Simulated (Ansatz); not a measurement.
LaNbN3:
```yaml
crystal:
  lattice:
    - [4.06292, 0.00000, 0.00000]
    - [0.00000, 4.06292, 0.00000]
    - [0.00000, 0.00000, 4.06292]
  atoms:
    - { symbol: La, position: [0.00000, 0.00000, 0.00000] }
    - { symbol: Nb, position: [0.50000, 0.50000, 0.50000] }
    - { symbol: N, position: [0.50000, 0.50000, 0.00000] }
    - { symbol: N, position: [0.50000, 0.00000, 0.50000] }
    - { symbol: N, position: [0.00000, 0.50000, 0.50000] }
```

Relaxed with PBEsol. Special points in fractions of this cell's reciprocal vectors: Γ (0.000, 0.000, 0.000); X (0.000, 0.500, 0.000); M (0.500, 0.500, 0.000); R (0.500, 0.500, 0.500).

Problem. List the band energies nearest the Fermi level at these points for DFT-PBEsol in the program Ansatz with PAW potentials.

Solution. In eV from the Fermi level; about four levels below and three above (degenerate sets whole), none deeper than 8.9 eV; points with the same levels are listed once.

```json
[
 {"k": "Γ", "below": "-2.02 -2.02 -2.02 -1.05 -1.05 -1.05", "above": "0.61 0.61 0.61"},
 {"k": "X", "below": "-2.64 -2.64 -2.45 -2.11", "above": "0.22 0.22 0.91"},
 {"k": "M", "below": "-3.54 -3.54 -1.11 -1.11 -0.55", "above": "0.53 3.14 3.14"},
 {"k": "R", "below": "-4.35 -3.89 -3.89 -3.89", "above": "0.57 0.57 0.57"}
]
```

Space group Pm-3m (cubic perovskite). The start of the workflow was typed in or built on a structure type; neither database checked (COD, Materials Project) lists it. Its standing as an ambient phase is unchecked. Symmetry was held in the PBEsol relaxation. At this level the phase is dynamically unstable (imaginary phonons). The workflow began spin-polarised and lost its moments. Spin–orbit coupling is left out wherever it is not named.

Potentials: the later of the program's two PAW sets.
